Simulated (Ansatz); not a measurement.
A relaxed structure of NaI. All values below come from PBE (plane waves to 420 eV, PAW, scalar-relativistic; Ansatz, an electronic-structure program).

```xyz
2
Lattice="0.0000 3.2645 3.2645 3.2645 0.0000 3.2645 3.2645 3.2645 0.0000" Properties=species:S:1:pos:R:3 pbc="T T T"
I      0.0000     0.0000     0.0000
Na     3.2645     3.2645     3.2645
```

**Question.** Find the space group and the Wyckoff positions (tolerance 0.01 Å).

**Answer.** Space group Fm-3m (No. 225); a = 6.5290 Å, b = 6.5290 Å, c = 6.5290 Å, α = 90.00°, β = 90.00°, γ = 90.00°

```json
[
 {"atom": "I", "site": "4a", "symmetry": "m-3m", "x": "0.0000", "y": "0.0000", "z": "0.0000"},
 {"atom": "Na", "site": "4b", "symmetry": "m-3m", "x": "0.5000", "y": "0.5000", "z": "0.5000"}
]
```

This is the rock salt type.

**Question.** Give the shortest distances between elements (the closest pairs, up to four, under 3.6 Å).

**Answer.** I–Na 3.26 Å.

Volume per atom: 34.79 Å³
Band gap: 3.58 eV, direct at Γ (no spin-orbit coupling)

No spin polarisation in the result.

Measured for NaI: a 6.409 Å (0 K or low temperature; as listed in Klaus Doll, Hermann Stoll, Phys. Rev. B (1998)). Computed minus measured — a: PBE +1.9 %. The computed values are for a static lattice.

The run could not lose the symmetry of its start; a randomly shaken copy of 2 atoms returns to this structure.

All atoms sit on sites fixed by symmetry, so only the cell could relax.
